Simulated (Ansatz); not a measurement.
Relaxed-ion elastic tensor of YSb (rock salt, Fm-3m) in GPa (Voigt order), the program Ansatz at the LDA level (PAW); density 6.29 g/cm³, 27.82 Å³ per atom.

```
 175  17.4  17.4   0.0   0.0   0.0
17.4   175  17.4   0.0   0.0   0.0
17.4  17.4   175   0.0   0.0   0.0
 0.0   0.0   0.0  24.1   0.0   0.0
 0.0   0.0   0.0   0.0  24.1   0.0
 0.0   0.0   0.0   0.0   0.0  24.1
```

Problem. Is the crystal mechanically stable?

Solution. Yes: the smallest eigenvalue of C is 24.1 GPa.

Problem. Work out the Voigt, Reuss and Hill averages.

Solution. K_V = 69.8, K_R = 69.8, K_H = 69.8; G_V = 45.9, G_R = 33.4, G_H = 39.7 GPa.

Problem. Give Young's modulus, Poisson's ratio, Pugh's ratio and the universal anisotropy index.

Solution. E = 9KG/(3K + G) = 100 GPa; ν = 0.26; K/G = 1.76 (near the Pugh limit of 1.75, no verdict); A_U = 5G_V/G_R + K_V/K_R − 6 = 1.87.

Problem. Estimate the sound speeds and the Debye temperature.

Solution. v_l = √((K + 4G/3)/ρ) = 4420 m/s, v_t = √(G/ρ) = 2510 m/s, mean 2790 m/s; Θ = (h/k)(3n/4πV)^(1/3) v_m = 274 K.

Problem. Give the Zener ratio and Young's modulus along [100], [110] and [111].

Solution. A = 2C44/(C11 − C12) = 0.31; 1/E = S11 − 2(S11 − S12 − S44/2)Γ with Γ = 0, 1/4, 1/3 gives 171, 76.9, 64.9 GPa.

Problem. Solve the Christoffel equation for the three sound speeds along [100], [110], [111].

Solution. Eigenvalues of C_ijkl n_j n_l equal ρv². In km/s, slowest first: [100] 1.96, 1.96, 5.27; [110] 1.96, 3.54, 4.37; [111] 3.10, 3.10, 4.03.

The first step of the workflow began from a Materials Project structure, measured or hypothetical; the Crystallography Open Database files this formula in space group No. 225, but the cells were not matched. Whether it is the stable phase at ambient conditions was not checked. The cell was relaxed with LDA under the symmetry of its start; of distortions, only those at the zone centre were tested. The run is not spin-polarised. As this level gives no gap, shear constants depend on the k-mesh and smearing (Fermi–Dirac, 0.1 eV here). Spin–orbit coupling is left out wherever it is not named.

Potentials: the later of the program's two PAW sets.
